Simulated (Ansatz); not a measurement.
Input:

Ta3N5:
```yaml
crystal:
  lattice:
    - [1.93666, -5.12908, 0.00000]
    - [1.93666, 5.12908, 0.00000]
    - [0.00000, 0.00000, 10.29420]
  atoms:
    - { symbol: Ta, position: [0.19670, 0.80330, 0.25000] }
    - { symbol: Ta, position: [0.80330, 0.19670, 0.75000] }
    - { symbol: Ta, position: [0.86657, 0.13343, 0.44001] }
    - { symbol: Ta, position: [0.13343, 0.86657, 0.55999] }
    - { symbol: Ta, position: [0.13343, 0.86657, 0.94001] }
    - { symbol: Ta, position: [0.86657, 0.13343, 0.05999] }
    - { symbol: N, position: [0.04700, 0.95300, 0.38127] }
    - { symbol: N, position: [0.95300, 0.04700, 0.61873] }
    - { symbol: N, position: [0.95300, 0.04700, 0.88127] }
    - { symbol: N, position: [0.04700, 0.95300, 0.11873] }
    - { symbol: N, position: [0.69208, 0.30792, 0.57406] }
    - { symbol: N, position: [0.30792, 0.69208, 0.42594] }
    - { symbol: N, position: [0.30792, 0.69208, 0.07406] }
    - { symbol: N, position: [0.69208, 0.30792, 0.92594] }
    - { symbol: N, position: [0.23706, 0.76294, 0.75000] }
    - { symbol: N, position: [0.76294, 0.23706, 0.25000] }
```

This is the r²SCAN-relaxed structure. x, y and z are the axes in which the lattice vectors are written.

Problem. All from the program Ansatz at the r²SCAN level (PAW), unless another level is named. Give the formation energy from the elements (no fitted shifts).

Solution. -123 kJ/mol of atoms.

Problem. And the band gap?

Solution. 1.60 eV (indirect).

Problem. What about the smallest direct gap on the standard path?

Solution. 1.86 eV.

Problem. And the conduction-band minimum?

Solution. at Y (k = 0.500, 0.500, 0.000).

Space group Cmcm. The first step of the workflow began from a Materials Project structure, measured or hypothetical; the Crystallography Open Database files this formula in space group No. 63, but the cells were not matched. Its standing as an ambient phase is unchecked. The cell was relaxed with r²SCAN under the symmetry of its start; whether a distortion lowers the energy is not shown. No spin polarisation was allowed. The references are the lowest solids computed at this level, not always the standard phases (solids in place of the gases). Spin–orbit coupling is left out wherever it is not named.

Potentials: the earlier of the program's two PAW sets.
